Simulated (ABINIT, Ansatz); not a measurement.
This is a calculation of Cd2S for Ansatz 0.2.0. The cell comes from a database or a generator and needn't be the stable form of this composition.

The input input.yaml:

```yaml
crystal:
  lattice:
    - [3.962670049, 0.0, 0.0]
    - [-1.9813350245, 3.4317729293, 0.0]
    - [0.0, 0.0, 5.809192]
  atoms:
    - { symbol: Cd, position: [0.3333333333, 0.6666666667, 0.932717] }
    - { symbol: Cd, position: [0.6666666667, 0.3333333333, 0.578735] }
    - { symbol: S, position: [0.3333333333, 0.6666666667, 0.365705] }
hamiltonian:
  xc: pbe
  pseudopotentials: { kind: paw }
kpoints:
  mp_grid: { grid: [8, 8, 5] }
scf:
  occupations: { method: fermi_dirac, width: 0.05 }
output:
  forces: true
  stress: true
  eigenvalues: true
```

Potentials or basis: Ansatz PAW.

The run is started by

```console
$ ansatz run input.yaml --threads 2 --pin off --max-ram 5120MiB --backend cpu --events-out ev --progress --plain --runs-dir out
```

**Question.** Set up the same calculation for ABINIT 10.8.3 (patched build). Potentials or basis there: JTH PAW PBE v2.0, cutoff 599 eV.

**Answer.** As run (cutoffs and basis follow the program's own potentials, and thresholds, step limits or extra output files can differ):

Contents of run.abi:

```
# Pseudopotentials
pp_dirpath "./"
pseudos "Cd.GGA_PBE-JTH.xml, S.GGA_PBE-JTH.xml"

# Structure
acell 7.4883611149 7.4883611149 10.9777818854
rprim
     1.0000000000     0.0000000000     0.0000000000
    -0.5000000000     0.8660254038     0.0000000000
     0.0000000000     0.0000000000     1.0000000000
ntypat 2
znucl 48 16
natom 3
typat 1 1 2
xcart
    -0.0000000004     4.3234073057    10.2391637868
     3.7441805578     2.1617036525     6.3532265994
    -0.0000000004     4.3234073057     4.0146297244

# Plane-wave basis
ecut 22.0
pawecutdg 44.0
pawxcdev 0

# k points
kptopt 1
ngkpt 8 8 5
nshiftk 1
shiftk 0.0 0.0 0.0

# Exchange and correlation
ixc 11

# Bands and occupations
nband 19
occopt 3
tsmear 0.00183747

# SCF cycle
nstep 100
tolvrs 1.0e-9

# Output
iomode 3
prtwf 0
prteig 0
prtebands 0
prtden 1
prtvha 1
prtvclmb 1
prtpot 1
```

Potentials or basis: JTH PAW PBE v2.0.

Launch:

```sh
$ abinit run.abi > log 2>&1
```

Both were run:

|  | Ansatz | ABINIT |
| --- | --- | --- |
| Pressure | -0.1 GPa | -0.1 GPa |
| Largest force | 0.075 eV/Å | 0.070 eV/Å |

Ansatz's pressure holds a Pulay term of +0.04 GPa for its cutoff of 420 eV, which the other run lacks.

The potentials hold 46 and 30 valence electrons a cell.

Where Ansatz's input types no cutoff or centring, it takes its own default and a Γ-centred mesh.

Pressure is positive in compression.
